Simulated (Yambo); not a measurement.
```xyz
12
Lattice="5.9272 0.0000 0.0000 -2.9636 5.1331 0.0000 0.0000 0.0000 8.1058" Properties=species:S:1:pos:R:3 pbc="T T T"
O     -1.5037     4.2902     2.7838
O      4.4673     0.8429     5.3220
O      0.0000     1.6858     2.7838
O      2.9636     3.4473     5.3220
O      1.5037     4.2902     2.7838
O      1.4600     0.8429     5.3220
O      0.0000     3.4221     0.4386
O      2.9636     1.7110     7.6672
Sc     0.0000     0.0000     4.0529
Cs     0.0000     0.0000     0.0000
W      0.0000     3.4221     2.2182
W      2.9636     1.7110     5.8876
```

Workflow: PBEsol (Quantum ESPRESSO, PseudoDojo norm-conserving, 84 Ry, without SOC), then G0W0 in Yambo (3×3×1 Γ-centred k mesh, bands 4 to 360 and a 7 Ry block in the screening, 360 bands in G with the Bruneval-Gonze terminator, plasmon pole fitted at 27.2 eV).

Task: Give the PBEsol and G0W0 gaps between the band edges found on this mesh, and say where the edges lie.

Result: Edges: (0, 0.333, 0) → Γ. PBEsol: 3.90 eV; G0W0: 6.60 eV. Nearest settings tried, and what they do to the gap: 235 bands in W, 235 bands in G: +46 meV; 6 Ry block (427 vectors against 553): -7 meV. Not varied: mesh. So the settings aren't converged at that level. Spin-orbit coupling is left out, which matters for elements this heavy: edges can move by tenths of an eV.

Geometry of the Materials Project entry, not relaxed at this level.

The structure is a Materials Project entry; no match was found in the copy of COD used, and its stability was not checked.
